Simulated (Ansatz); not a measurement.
## Band edges of MoS$_{2}$ (P6_3/mmc)

```xyz
6
Lattice="3.1222 0.0000 0.0000 -1.5611 2.7039 0.0000 0.0000 0.0000 12.0749" Properties=species:S:1:pos:R:3 pbc="T T T"
Mo    0.0000    1.8026    3.0187
Mo    1.5611    0.9013    9.0562
S     0.0000    1.8026    7.5020
S     1.5611    0.9013    1.4645
S     0.0000    1.8026   10.6104
S     1.5611    0.9013    4.5730
```

Unless marked otherwise, the numbers come from LDA, all-electron LAPW in Ansatz 0.2.0, scalar-relativistic. k mesh 8×8×2, fixed occupations, basis error target 1 meV/atom. The cell was relaxed by PAW under this functional, which moved its volume by -5 % from the database entry's.

Extrema are searched on a 10×10×4 mesh and refined by Newton steps; masses come from band slopes 0.005 Å⁻¹ away, 1/m* = (1/ħ²) d²E/dk², negative for holes (the finite step makes the lightest masses up to about 3 % heavy). k is in units of the reciprocal vectors.

**Question.** Where are the band edges, and is the gap direct?

**Answer.** The valence maximum lies at Gamma (0.000, 0.000, 0.000) and the conduction minimum at (0.179, 0.179, 0.000), so the Kohn-Sham gap of 0.711 eV is indirect; the least direct gap on the mesh is 1.971 eV.

**Question.** What are the electron masses at the edge?

**Answer.** The principal masses are 0.476, 0.497, 0.674 mₑ. One valley has a density-of-states mass (m₁m₂m₃)^(1/3) = 0.542; 6 valleys give N^(2/3) times that, 1.79; the direction-averaged conductivity mass 3/Σ(1/mᵢ) is 0.536 mₑ.

**Question.** What are the hole masses at the edge?

**Answer.** The principal masses are 0.639, 0.64, 0.946 mₑ. One valley has a density-of-states mass (m₁m₂m₃)^(1/3) = 0.729; the direction-averaged conductivity mass 3/Σ(1/mᵢ) is 0.717 mₑ.

**Question.** Along the Cartesian direction x the conduction slope is 0.06154 eV·Å one step out. What is it four steps out, and what does that say?

**Answer.** 0.2456 eV·Å, 3.991 times the first; a parabola would give 4, so the band is nearly parabolic here.

**Question.** What electronic dielectric constant and refractive index follow from the same bands (independent particles)?

**Answer.** ε∞ = (16.45, 16.45, 10.72), so n ≈ √ε∞ = 3.81 (mean over directions) well under the gap and the normal reflectivity is ((n − 1)/(n + 1))² = 0.342. With the conductivity mass, a hydrogenic donor screened by ε∞ alone would bind by 13.6 eV × m*/ε∞² = 35 meV; static screening by the ions makes it shallower. Local fields, left out here, lower ε∞ by several per cent.

**Question.** What gap does PAW give in the same cell?

**Answer.** 0.707 eV, -4 meV from the LAPW value.

Keep in mind: no spin-orbit coupling on heavy atoms; semilocal gaps are low, and what follows the gap (onsets, screening, light masses) shifts with it; no dispersion correction, so the spacing and stiffness between layers or molecules are poor; the k mesh misses the point K, so gaps read on it can be too wide; the frozen-core PAW files of the compared runs were fitted under PBE, their cores solved anew for this functional.
